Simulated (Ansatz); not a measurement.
## What DFT gives for KCl$_{2}$

```xyz
6
Lattice="2.0080 3.4779 0.0000 -2.0080 3.4779 0.0000 0.0000 0.0000 12.6585" Properties=species:S:1:pos:R:3 pbc="T T T"
Cl   -0.0002    2.3187    0.0000
Cl   -0.0002    4.6371    6.3292
K    -0.0002    2.3187    4.7469
K    -0.0002    4.6371   11.0762
Cl    0.0000    0.0000    3.1646
Cl    0.0000    0.0000    9.4939
```

Method: PBE, no spin polarisation; PAW, plane waves to 420 eV, 7×7×2 Γ-centred mesh, cold occupations (width 0.0213 eV) (Ansatz 0.2.0), atoms fixed.

What does the stress say?

The pressure is 6.2 GPa (compression positive), so with the atoms held at these fractions the cell would first expand; the forces are large, so a full relaxation may end otherwise. The principal stresses 4.5, 7.1, 7.1 GPa differ, so its shape would change too.

Give the Bader charges.

Bader charges in e: K +0.78, Cl -0.39. In the mean K gives up most and Cl takes most.

Is there a gap?

It is a metal, with about 19 states/eV a cell as the mean within 0.25 eV of the Fermi level, mostly Cl p (98 %).

Which atom feels the largest force, and which way?

The largest is on Cl1 (and as large on other atoms): 0.90 eV/Å, components (0.00, 0.00, 0.90). It makes 124° with the line to a nearest neighbour, K4 at 2.81 Å.

What is the formation energy?

-0.70 eV an atom against the elements' usual phases (free molecules for gases, crystals otherwise, with no correction for O₂ or N₂), so it is bound against them; other compounds may still compete. Relaxing would lower it.

Origin: a known structure type with other elements, at an estimated volume, so it need not be a known compound. Caveats: many states at the Fermi level without spin polarisation, so a magnetic state may lie lower; the Fermi level lies in a narrow band between gaps, which spin or distortion may split.
